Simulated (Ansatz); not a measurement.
## TiO₂ at a changed volume: ⁴⁷Ti NMR of the central transition

Cell: an entry of the Crystallography Open Database (COD), relaxed with PBE at fixed cell and then changed (volume scaled by 0.98, ions relaxed).

Space group I4_1/amd:1 (No. 141); a = 3.7588, c = 9.4507 Å.

| site | Wyckoff | site symmetry | x | y | z |
| --- | --- | --- | --- | --- | --- |
| Ti | 4a | -4m2 | 0.0000 | 0.0000 | 0.0000 |
| O | 8e | 2mm. | 0.0000 | 0.0000 | 0.2096 |

One atom of each set is listed; the run and its k-mesh use a cell of 6 atoms with edges of 5.42, 5.42, 5.42 Å.

Level of theory: DFT, PBE, plane waves and PAW, scalar-relativistic, 420 eV cutoff, Γ-centred 11×11×11 k-points, Fermi–Dirac smearing 0.02 eV (Ansatz 0.2.0).

⁴⁷Ti has I = 5/2 and Q = 302.0 mb (Pyykkö 2018); at 14.1 T its Larmor frequency is ν₀ = 33.9 MHz. Only the quadrupole interaction is simulated: positions count from each site's isotropic chemical shift, and shift anisotropy, dipolar and J coupling are left out.

(1) Simulate the second-order pattern (static powder, Gaussian broadening 5 kHz) of site Ti (6 O at 1.92–1.98 Å).

Answers

(1) The calculation gives C_Q = 13.0 MHz and η = 0.00, so ν_Q = 1.95 MHz and the centre of gravity lies at -879 ppm (-29.8 kHz).

offset (kHz), height and a bar:
```
   -108.9          0 
   -103.3         18 #####
    -97.7        100 ##############################
    -92.1         66 ####################
    -86.4         48 ##############
    -80.8         40 ############
    -75.2         35 ###########
    -69.6         32 ##########
    -63.9         30 #########
    -58.3         29 #########
    -52.7         27 ########
    -47.1         26 ########
    -41.4         26 ########
    -35.8         25 #######
    -30.2         24 #######
    -24.5         24 #######
    -18.9         24 #######
    -13.3         24 #######
     -7.7         24 #######
     -2.0         23 #######
      3.6         19 ######
      9.2         19 ######
     14.8         20 ######
     20.5         21 ######
     26.1         23 #######
     31.7         25 #######
     37.3         28 #########
     43.0         34 ##########
     48.6         46 ##############
     54.2         71 #####################
     59.9         13 ####
     65.5          0
```

An axis of threefold or higher order runs through Ti, so V_zz lies along it and η is zero.

At this changed cell the PBE pressure is 9 GPa.

The relaxation (3 steps) took 34 s of wall time (34 s of CPU time) and 0.51 GiB at its peak, on 1 thread of Arm Neoverse V1 (aarch64; 8 cores open to the job, memory cap 3.0 GiB, no GPU), a shared host with a load of 0.5 a core.
